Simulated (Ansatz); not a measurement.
BiRh (NiAs type)

```
CELL_PARAMETERS angstrom
      4.12992     0.00000     0.00000
     -2.06496     3.57662     0.00000
      0.00000     0.00000     5.69239
ATOMIC_POSITIONS crystal
  Bi 0.33333 0.66667 0.25000
  Bi 0.66667 0.33333 0.75000
  Rh 0.00000 0.00000 0.50000
  Rh 0.00000 0.00000 0.00000
```

The volume is varied about the relaxed value V₀ at fixed cell shape. Symmetry pins the atoms to their sites.

Calculation: r2SCAN (plane waves to 500 eV, PAW, scalar-relativistic; Ansatz, a first-principles code). k mesh 13×13×8 (Γ-centred), Fermi-Dirac smearing 0.05 eV. E stands for the smeared free energy. Stress and pressure are positive under compression. With the shape held, the modulus is that of even scaling; a crystal free to change shape is softer. BiRh is run without spin polarisation. BiRh was relaxed with its symmetry unable to fall. Spin-orbit coupling is left out, though Bi is heavy. The zero of ΔE is the relaxed starting cell. The last digit holds for this mesh only.

```csv
V (Å³/atom),ΔE (meV/atom)
18.919,103.4
19.269,69.1
19.619,42.6
19.970,withheld
20.320,9.9
20.670,2.4
21.021,0.0
21.371,2.2
21.721,8.6
22.072,18.8
22.422,32.4
22.772,49.0
23.123,68.4
```

Task: Fit a third-order Birch-Murnaghan form (E₀, V₀, B₀, B₀′ free) to the given rows and predict ΔE at V = 19.970.

Result: Least squares on the 12 given rows: ΔE = E₀ + (9V₀B₀/16)·y²·[2 + (B₀′ − 4)y], y = (V₀/V)^(2/3) − 1, with V₀ = 21.020 Å³/atom, B₀ = 126.9 GPa (160.2 GPa = 1 eV/Å³; the term in eV is multiplied by 1000), B₀′ = 5.20, E₀ = -0.02 meV/atom; root-mean-square residual 0.02 meV/atom. At 19.970 the fit gives 23.1 meV/atom; the calculation gives 23.1 meV/atom, the same to the digits shown. For the pressure the fit gives 7.4 GPa against the computed 7.4 GPa.

(A scan under strain: stresses follow from slopes of the energy per volume, elastic moduli from its curvatures.)
